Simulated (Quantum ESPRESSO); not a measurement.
Ga3Si2P3, convergence and cost over cutoff and k mesh

Simulated, not a measurement. The program is pw.x of Quantum ESPRESSO 7.5 (plane-wave density functional theory). The cell is made up: 8 atoms on a zincblende/diamond lattice, with randomly drawn elements, strain and displacements, not relaxed. PseudoDojo standard norm-conserving files (v0.5 for PBE, v0.4.1 for LDA and PBEsol) set the functional; there is no spin polarisation, spin-orbit coupling or dispersion term, and the masses in the input are unused placeholders.

Input of the run in row 2:

```
&control calculation='scf', pseudo_dir='./dojo.nc.sr.pbe.v0_5.standard.upf', outdir='./o', disk_io='medium', tprnfor=.true., tstress=.true. /
&system ibrav=0, nat=8, ntyp=3, nbnd=37, ecutwfc=79.96652505, nosym=.true., tot_charge=0,
 occupations='smearing', smearing='fd', degauss=0.0018374661
/
&electrons conv_thr=7.350e-09, electron_maxstep=60, /
ATOMIC_SPECIES
Ga 1.0 Ga.upf
P 1.0 P.upf
Si 1.0 Si.upf
CELL_PARAMETERS angstrom
5.536 -0.0223 -0.0237
-0.0223 5.5967 0.0642
-0.0237 0.0642 5.4508
ATOMIC_POSITIONS angstrom
Ga -0.1181 -0.0663 -0.0011
Ga -0.0255 2.7729 2.798
Si 2.8367 0.093 2.64
Ga 2.7907 2.7162 0.0461
P 1.4097 1.3967 1.3219
P 1.4508 4.268 4.1446
Si 4.1196 1.4046 4.0822
P 4.101 4.1481 1.3577
K_POINTS automatic
4 4 4 1 1 1
```

The same cell was run at these settings. Meshes are shifted by half a step, and differences are from the last row, which is itself not exact.

```
cutoff (eV)     k mesh  k points solved  threshold (eV)  free energy less the last row's (eV)  pressure (GPa)  largest stress difference (GPa)  largest force difference (eV/Å)  iterations  wall time (s)  k-point pools              processor
        762  2 x 2 x 2                4           1e-04                                 5.501          -41.49                            41.35                            0.063           7             40              1  AMD EPYC, Zen 5 class
       1088  4 x 4 x 4               32           1e-07                                 0.012           -0.58                             0.03                            0.003          10            378              1  AMD EPYC, Zen 5 class
       1377  6 x 6 x 6              108           1e-07                                 0.000           -0.55                             0.00                            0.000          10           1639              1  AMD EPYC, Zen 5 class
```

Each pool is one process. Wall times include start-up and a band step at six k points, which weighs most on the coarsest meshes. The runs were on shared virtual cores whose load varied, so times are rough.